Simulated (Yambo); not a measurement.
G0W0@PBEsol for LiNbO$_{3}$ (centrosymmetric, paraelectric, space group R-3c, No. 167) in Yambo (2×2×2 mesh, 7 Ry block, plasmon pole, screening fixed), without a terminator:

```json
[
 {"bands N in G": "76", "gap Γ → F (eV)": "3.843", "shift of the valence edge (eV)": "0.449"},
 {"bands N in G": "118", "gap Γ → F (eV)": "3.750", "shift of the valence edge (eV)": "0.153"},
 {"bands N in G": "174", "gap Γ → F (eV)": "3.681", "shift of the valence edge (eV)": "-0.012"}
]
```

Q: Extrapolate both columns to infinite N with E(N) = E∞ + A/N, test the form, and compare with the terminator.

A: From two points, E∞ = (N2 E2 − N1 E1)/(N2 − N1). The two largest N give 3.54 eV for the gap and -0.36 eV for the shift; the two smallest give 3.58 eV and -0.38 eV. For the gap the slopes A are 20 and 25 eV: the form isn't reached, and its limit is uncertain. For the shift the slopes A are 63 and 60 eV: the 1/N form holds. With the Bruneval-Gonze terminator and 174 bands the run gives 3.67 eV and -0.24 eV, 0.14 eV and 0.12 eV from the extrapolated values: the terminator too is an estimate of the remainder. Block, mesh and the bands in W are held fixed.

Spin-orbit coupling is not included.

Geometry of the Materials Project entry, not relaxed at this level; primitive cell a = b = c = 5.544 Å, α = β = γ = 56.75°.

This is not the ordinary phase of the substance.

A shift is the quasiparticle energy of the state minus its PBEsol energy.
